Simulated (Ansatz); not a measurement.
An Ansatz (an electronic-structure program) input:

Ansatz 0.2 input:
```yaml
crystal:
  lattice:
    - [3.1558457822, 0.0, 0.0]
    - [0.0, 3.1558457822, 0.0]
    - [0.0, 0.0, 4.4533116913]
  atoms:
    - { symbol: Ge, position: [0.5, 0.5, 0.5] }
    - { symbol: Si, position: [0.0, 0.0, 0.0] }
    - { symbol: C, position: [0.5, 0.0, 0.7636554389] }
    - { symbol: C, position: [0.0, 0.5, 0.2363445611] }
kpoints:
  mp_grid: { grid: [7, 7, 5] }
  band_path:
    path:
      - [[0.0, 0.0, 0.0], [0.0, 0.5, 0.0], [0.5, 0.5, 0.0], [0.0, 0.0, 0.0], [0.0, 0.0, 0.5], [0.0, 0.5, 0.5], [0.5, 0.5, 0.5], [0.0, 0.0, 0.5]]  # Γ-X-M-Γ-Z-R-A-Z
      - [[0.0, 0.5, 0.0], [0.0, 0.5, 0.5]]  # X-R
      - [[0.5, 0.5, 0.0], [0.5, 0.5, 0.5]]  # M-A
      - [VBM, CBM]
    npoints: 8
basis: { xc_grid: 2 }
hamiltonian:
  xc: pbesol
  pseudopotentials: { kind: paw }
magnetization: { noncollinear: true, spin_orbit: true }
scf:
  n_extra_bands: 12
  convergence: { dr2_threshold: 0.0000000001 }
  occupations: { method: gaussian, width: 0.01 }
checkpoint: { write: soc.run }
output: { eigenvalues: true }
```

How many symmetry operations and irreducible k-points will the run report?

8 operations, 30 of 245 k-points.

With a cutoff of 420 eV, how many plane waves at Γ?

855.

It took around 50 core-seconds (rough) on shared server cores.

Space group P-4m2. The start of the workflow was typed in or built on a structure type; neither database checked (COD, Materials Project) lists it. Its standing as an ambient phase is unchecked. The PBEsol relaxation kept the symmetry of its start; whether a distortion lowers the energy is not shown.

Potentials: the later of the program's two PAW sets.

Ansatz is a plane-wave DFT program.
